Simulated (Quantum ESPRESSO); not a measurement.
# Planted mistakes on one cell of Al4O4FN

Calculated results; nothing here was measured. They come from pw.x of Quantum ESPRESSO 7.5, a plane-wave density functional program, with PseudoDojo standard norm-conserving files (v0.5 for PBE, v0.4.1 for LDA and PBEsol). The cells are made up: elements, strain and atom displacements were drawn at random, and nothing was relaxed. There is no spin polarisation, spin-orbit coupling or dispersion term.

The cell has 10 sites of a corundum lattice. Sites 1 to 4 hold Al Al Al Al; sites 5 to 10 hold O F O O O N. Cell vectors in Å: (2.405, 1.417, 4.319); (-2.549, 1.418, 4.398); (-0.071, -2.853, 4.364). Settings: PBE, cutoff 1143 eV, 5 x 5 x 5 k mesh shifted by half a step, Fermi-Dirac smearing of 0.025 eV.

The intended run has a self-consistency threshold of 1e-07 eV, a smearing term of 0.000 eV, a pressure of -0.96 GPa and 13 iterations. Each further run changes one thing: all lengths scaled by 0.9930; atoms of sites 6 and 10 exchanged; cutoff 818 eV; files of PBEsol; k mesh 1 x 1 x 1; one electron removed; smearing 0.65 eV; threshold 0.3 eV. A coarse mesh keeps the shift, and a charged cell sits in a uniform background.

```
run,change of free energy (eV),smearing term -TS (eV),change of P (GPa),largest change of a force component (eV/Å),iterations
A,0.043,0.000,4.72,0.060,4
B,-8.104,-0.010,-21.77,1.990,13
C,-1.801,0.000,-3.65,0.452,13
D,-0.094,-0.421,0.98,0.130,11
E,0.713,0.000,-9.34,0.016,13
F,8.373,0.000,-4.60,0.078,13
G,1.833,0.000,0.90,5.863,13
H,0.015,0.000,4.42,0.141,12
```

A rerun of the intended cell at 1437 eV and k mesh 7 x 7 x 7 moved values by no more than 0.003 eV in the cell's energy, 0.02 GPa in stress and 0.002 eV/Å in force.

Question: which change belongs to which run?

## Worked reading

Run A has the fewest iterations, as a run stopped early does. Run D has the largest smearing term, as wide smearing gives. Run H changes the volume by a factor of 0.9791; minus its pressure change over the logarithm of that factor, 209 GPa, is a rough bulk modulus with clamped atoms. Energies from files of another functional, or of a charged cell, have another zero and say nothing on stability; the pressure of a charged cell rests on the program's zero of potential too.

## Key

| run | change |
| --- | --- |
| A | threshold 0.3 eV |
| B | one electron removed |
| C | k mesh 1 x 1 x 1 |
| D | smearing 0.65 eV |
| E | cutoff 818 eV |
| F | files of PBEsol |
| G | atoms of sites 6 and 10 exchanged |
| H | all lengths scaled by 0.9930 |